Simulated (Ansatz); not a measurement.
Starting cell, C (diamond):

```
C
1.0
    0.00000     3.56028     3.56028
    1.78014     1.78014     3.56028
    1.78014     1.78014     0.00000
C
4
Direct
  0.00000   0.50000   0.50000
  0.50000   0.50000   0.50000
  0.00000   0.75000   0.75000
  0.50000   0.75000   0.75000
```

A phonon eigenvector at X = (0.5, 0.5, 0.0) is frozen into this cell: atom i moves by Q times the vector below, so Q is the largest atomic displacement, in Å. The cell is held. It is one choice among 2 degenerate patterns. (q is in reciprocal vectors of the primitive cell; the cell shown is doubled to hold the pattern.)

| atom | x | y | z |
|---|---|---|---|
| C1 | -0.817 | -0.576 | 0.000 |
| C2 | 0.817 | 0.576 | 0.000 |
| C3 | -0.576 | -0.817 | 0.000 |
| C4 | 0.576 | 0.817 | 0.000 |

Level of theory: r2SCAN (plane waves to 500 eV, PAW, scalar-relativistic; Ansatz, a quantum-chemistry and plane-wave program). k mesh 16×16×16 (Γ-centred), Fermi-Dirac smearing 0.05 eV. C was relaxed with its symmetry unable to fall. 

| Q (Å) | −dE/dQ from forces (eV/Å) |
|---|---|
| -0.280 | 30.762 |
| -0.233 | 26.340 |
| -0.187 | 21.353 |
| -0.140 | 16.066 |
| -0.093 | 10.679 |
| -0.047 | 5.315 |
| 0.000 | 0.000 |
| 0.047 | -5.315 |
| 0.093 | -10.679 |
| 0.140 | -16.066 |
| 0.187 | -21.353 |
| 0.233 | -26.340 |
| 0.280 | -30.762 |

**Question.** What harmonic wavenumber does the curvature at Q = 0 give?

**Answer.** 802 cm⁻¹. E″ = 113.71 eV/Å², M = Σ mᵢ|uᵢ|² = 48.0 u, ν̃ = 521.5·√(|E″|/M).

(A displaced cell: forces are minus the slopes of the energy, force constants its curvatures, and phonons follow from these.)
